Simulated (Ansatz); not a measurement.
Local coordination and C_Q of ²⁰⁹Bi

Method: Kohn–Sham DFT in Ansatz, r2SCAN, plane waves and PAW, scalar-relativistic, 500 eV cutoff. Q = -516.0 mb (Pyykkö 2018), I = 9/2. The cells come from the COD and the Materials Project (computed, not necessarily observed phases), with the atoms relaxed (PBE, cell held). Calculated pressures reach 4 GPa in size and forces 0.3 eV/Å in them. Spin–orbit coupling is left out, which moves gradients at and beside heavy atoms (Bi, Cs, La, Pb) by some per cent and at some sites by far more. At most two sites a crystal are listed; metals, magnetic cells and gradients under 0.03 × 10²¹ V/m² (0.12 where the gap is under 1 eV) that symmetry doesn't force to zero are left out, and those under about 0.1 are uncertain even in sign.

```
    crystal  space group              first shell of Bi  C_Q (MHz)     η
         Bi         R-3m            6 Bi at 3.09–3.48 Å       49.3  0.00
Bi2Te2Pb5S6        P-3m1  3 S at 3.02 Å, 3 Te at 3.04 Å       5.04  0.00
Bi2Te2Pb6S7         R-3m  3 S at 3.02 Å, 3 Te at 3.04 Å          ?     ?
 Bi2Te2PbS2         R-3m  3 S at 3.02 Å, 3 Te at 3.05 Å          ?     ?
       BiTe        P-3m1            6 Te at 3.07–3.25 Å      -10.9  0.00
       BiTe        P-3m1            6 Te at 3.08–3.24 Å      -34.9  0.00
 Cs2AgBiBr6        Fm-3m                 6 Br at 2.84 Å          0     –
 SrCaLaBiO6           Pc             6 O at 2.12–2.16 Å          ?     ?
      Bi2S3         Pnma             7 S at 2.70–3.38 Å       -112  0.97
      Bi2S3         Pnma             7 S at 2.63–3.32 Å        278  0.08
```

Q: Estimate the withheld values.

A: Bi2Te2Pb6S7 (3 S at 3.02 Å, 3 Te at 3.04 Å): C_Q = 4.68 MHz, η = 0.00; Bi2Te2PbS2 (3 S at 3.02 Å, 3 Te at 3.05 Å): C_Q = 11.0 MHz, η = 0.00; SrCaLaBiO6 (6 O at 2.12–2.16 Å): C_Q = 72.2 MHz, η = 0.85.

By the number of first neighbours, |C_Q| spans 0 to 72 MHz with 6, 112 to 278 MHz with 7.

Where η is near 1 the sign of C_Q means little.

In Bi, Bi2Te2Pb5S6, Bi2Te2Pb6S7, Bi2Te2PbS2, BiTe small gradients can still move by 0.1 × 10²¹ V/m² or more with the k-mesh.

The crystals are a selection from a larger pool of database entries, not a random sample of it.
